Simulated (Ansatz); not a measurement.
AlPt3C:
Space group Pm-3m (No. 221); a = b = c = 4.1523 Å, α = β = γ = 90.00°

```csv
atom,site,symmetry,x,y,z
Al,1a,m-3m,0.0000,0.0000,0.0000
Pt,3c,4/mm.m,0.0000,0.5000,0.5000
C,1b,m-3m,0.5000,0.5000,0.5000
```

Relaxed with r²SCAN.

Q: Which orbitals make up the states near the Fermi level in r²SCAN (plane waves, PAW; program Ansatz)?

A: Within 0.5 eV of the Fermi level: Pt 5d 53 %, C 2p 19 %, Al 3p 10 %, Al 3s 8 %, Pt 6s 6 %. Projections are on Löwdin-orthogonalised atomic valence shells; empty p or d shells of many metals are not among them.

Q: Tabulate the density of states.

A: States/eV per cell of 5 atoms, in 0.25 eV bins, energy from the Fermi level.

```tsv
E (eV)	total	Pt 5d	Al 3p	C 2p
-7.85	2.15	1.00	0.12	0.56
-7.60	3.10	1.57	0.13	0.57
-7.35	4.08	2.09	0.08	0.71
-7.10	3.06	1.68	0.08	0.80
-6.85	2.29	1.40	0.05	0.67
-6.60	2.33	1.55	0.07	0.56
-6.35	2.70	1.93	0.18	0.39
-6.10	1.97	1.32	0.32	0.08
-5.85	4.04	2.87	0.61	0.14
-5.60	6.59	5.00	0.95	0.18
-5.35	6.69	5.19	0.85	0.33
-5.10	5.79	4.49	0.61	0.46
-4.85	4.61	3.72	0.37	0.34
-4.60	5.12	4.46	0.30	0.19
-4.35	4.05	3.64	0.24	0.06
-4.10	4.07	3.81	0.08	0.06
-3.85	6.37	5.80	0.22	0.12
-3.60	5.38	4.62	0.28	0.18
-3.35	7.12	6.08	0.34	0.24
-3.10	4.80	4.38	0.20	0.06
-2.85	6.81	6.42	0.09	0.12
-2.60	6.90	6.46	0.08	0.12
-2.35	4.10	3.71	0.11	0.05
-2.10	2.28	2.02	0.06	0.02
-1.85	2.01	1.87	0.03	0.02
-1.60	2.69	2.63	0.01	0.02
-1.35	2.64	2.61	0.01	0.02
-1.10	0.78	0.74	0.03	0.01
-0.85	1.75	1.29	0.21	0.15
-0.60	6.38	4.36	0.62	0.83
-0.35	1.85	1.12	0.20	0.34
-0.10	2.10	1.14	0.24	0.38
0.15	2.16	1.07	0.20	0.46
0.40	1.77	0.75	0.14	0.38
0.65	3.96	1.39	0.27	0.91
0.90	3.03	0.99	0.24	0.48
1.15	1.33	0.40	0.12	0.15
1.40	0.74	0.18	0.22	0.08
1.65	0.87	0.18	0.37	0.09
1.90	1.01	0.19	0.47	0.11
2.15	1.26	0.23	0.62	0.14
2.40	1.91	0.34	0.95	0.21
2.65	1.93	0.33	0.80	0.19
2.90	2.29	0.39	0.84	0.22
3.15	1.86	0.34	0.71	0.19
3.40	2.88	0.59	0.86	0.25
3.65	2.60	0.51	0.77	0.21
3.90	1.64	0.30	0.52	0.17
4.15	1.99	0.35	0.50	0.25
4.40	2.11	0.30	0.45	0.20
4.65	1.93	0.28	0.45	0.22
```

The start of the workflow was typed in or built on a structure type; neither database checked (COD, Materials Project) lists it. Its standing as an ambient phase is unchecked. The cell was relaxed with r²SCAN under the symmetry of its start. At this level the phase is mechanically unstable. The run is not spin-polarised. Its formation energy is positive at this level, so the cell may be metastable or incomplete. Scalar-relativistic: spin–orbit coupling is off unless named, which matters more the heavier the elements.

Potentials: the later of the program's two PAW sets.
